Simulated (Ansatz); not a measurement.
K₂PdC₂:
```cif
data_C2K2Pd
_chemical_formula_sum 'K2 Pd1 C2'
_space_group_name_H-M_alt 'P 1'
_space_group_IT_number 1
_cell_length_a 5.11368
_cell_length_b 5.11368
_cell_length_c 5.25993
_cell_angle_alpha 90.000
_cell_angle_beta 90.000
_cell_angle_gamma 120.000
loop_
_space_group_symop_operation_xyz
  'x, y, z'
loop_
_atom_site_label
_atom_site_type_symbol
_atom_site_fract_x
_atom_site_fract_y
_atom_site_fract_z
_atom_site_occupancy
K1 K 0.66667 0.33333 0.71743 1
K2 K 0.33333 0.66667 0.28257 1
Pd1 Pd 0.00000 0.00000 0.00000 1
C1 C 0.00000 0.00000 0.61996 1
C2 C 0.00000 0.00000 0.38004 1
```

Relaxed with r²SCAN.

Question: Which orbitals make up the states near the band edges in r²SCAN (plane waves, PAW; program Ansatz)?

Answer: Top 1 eV of the valence band: Pd 4d 57 %, C 2p 28 %, K 4s 8 %, outside the projected shells 5 %. Bottom 1 eV of the conduction band: C 2p 33 %, K 4s 31 %, outside the projected shells 30 %. Projections are on Löwdin-orthogonalised atomic valence shells; empty p or d shells of many metals are not among them.

Question: Tabulate the density of states.

Answer: States/eV per cell of 5 atoms, in 0.25 eV bins, energy from the valence-band maximum.

```
E (eV)  total  Pd 4d  C 2p  K 4s
------  -----  -----  ----  ----
-7.85    0.00   0.00  0.00  0.00
-7.60    0.00   0.00  0.00  0.00
-7.35    0.87   0.22  0.33  0.03
-7.10    1.85   0.47  0.73  0.04
-6.85    1.11   0.27  0.46  0.02
-6.60    0.78   0.19  0.33  0.01
-6.35    0.72   0.17  0.32  0.01
-6.10    0.72   0.17  0.33  0.01
-5.85    0.66   0.17  0.31  0.01
-5.60    0.66   0.20  0.33  0.02
-5.35    0.62   0.22  0.32  0.02
-5.10    0.05   0.00  0.02  0.00
-4.85    0.57   0.01  0.27  0.00
-4.60    0.59   0.04  0.29  0.01
-4.35    0.59   0.06  0.30  0.01
-4.10    0.60   0.09  0.32  0.01
-3.85    0.60   0.11  0.34  0.02
-3.60    2.59   0.84  1.58  0.05
-3.35    5.74   1.90  3.54  0.08
-3.10    3.94   0.93  2.57  0.08
-2.85    4.10   0.75  3.03  0.14
-2.60    2.41   0.26  1.93  0.04
-2.35    1.31   0.06  0.88  0.08
-2.10    1.00   0.09  0.64  0.05
-1.85    2.59   2.15  0.38  0.03
-1.60    2.69   1.96  0.62  0.08
-1.35    9.85   8.83  0.42  0.47
-1.10   10.62   9.25  0.68  0.52
-0.85    4.22   2.44  0.96  0.48
-0.60    4.30   2.26  0.99  0.48
-0.35    2.94   1.71  1.02  0.06
-0.10    2.69   1.64  0.99  0.02
0.15     0.00   0.00  0.00  0.00
0.40     0.00   0.00  0.00  0.00
0.65     0.00   0.00  0.00  0.00
0.90     0.00   0.00  0.00  0.00
1.15     0.00   0.00  0.00  0.00
1.40     0.00   0.00  0.00  0.00
1.65     0.11   0.00  0.04  0.04
1.90     0.71   0.02  0.25  0.24
2.15     1.00   0.04  0.34  0.30
2.40     1.07   0.05  0.34  0.32
2.65     1.74   0.07  0.46  0.63
2.90     2.54   0.08  0.66  0.88
3.15     2.24   0.07  0.85  0.35
3.40     1.64   0.06  0.47  0.38
3.65     1.60   0.06  0.39  0.39
3.90     2.04   0.08  0.44  0.41
4.15     1.34   0.05  0.23  0.33
4.40     1.97   0.04  0.29  0.68
4.65     2.47   0.04  0.46  0.65
4.90     2.31   0.05  0.41  0.44
5.15     2.02   0.07  0.32  0.44
5.40     3.40   0.11  0.47  0.97
5.65     3.11   0.12  0.55  0.75
5.90     5.16   0.17  0.77  0.53
6.15     4.40   0.09  0.74  0.39
6.40     6.07   0.12  1.53  0.26
```

Space group P-3m1. The first step of the workflow began from a Materials Project structure, measured or hypothetical; the Crystallography Open Database copy checked does not list it. Whether it is the stable phase at ambient conditions was not checked. Symmetry was held in the r²SCAN relaxation; its stability against distortions is not shown here. The run is not spin-polarised. Spin–orbit coupling is left out wherever it is not named.

Potentials: the later of the program's two PAW sets.
